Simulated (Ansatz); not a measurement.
**Equation of state of selenium, simple cubic**

Method: DFT, PBEsol, plane waves (420 eV) with PAW, scalar-relativistic (Ansatz). The PAW files were generated under PBE, with cores re-solved for the functional.

The cell is scaled uniformly from the relaxed one, with fractional coordinates and shape fixed. Energies are extrapolated to zero smearing, pressures are those at the given smearing. Magnetic state: spin not included.

```json
{"V (Å³/atom)": "19.033", "E − E₀ (meV/atom)": "98.6", "P (GPa)": "13.87"}
{"V (Å³/atom)": "19.898", "E − E₀ (meV/atom)": "40.0", "P (GPa)": "8.20"}
{"V (Å³/atom)": "20.763", "E − E₀ (meV/atom)": "9.0", "P (GPa)": "3.65"}
{"V (Å³/atom)": "21.629", "E − E₀ (meV/atom)": "0.0", "P (GPa)": "0.01"}
{"V (Å³/atom)": "22.494", "E − E₀ (meV/atom)": "8.6", "P (GPa)": "-2.91"}
{"V (Å³/atom)": "23.359", "E − E₀ (meV/atom)": "31.3", "P (GPa)": "-5.25"}
{"V (Å³/atom)": "24.224", "E − E₀ (meV/atom)": "65.3", "P (GPa)": "-7.11"}
```

(1) Fit a third-order Birch-Murnaghan equation.

Results:

(1) V₀ = 21.61 Å³/atom, B₀ = 82 GPa, B₀′ = 4.6.
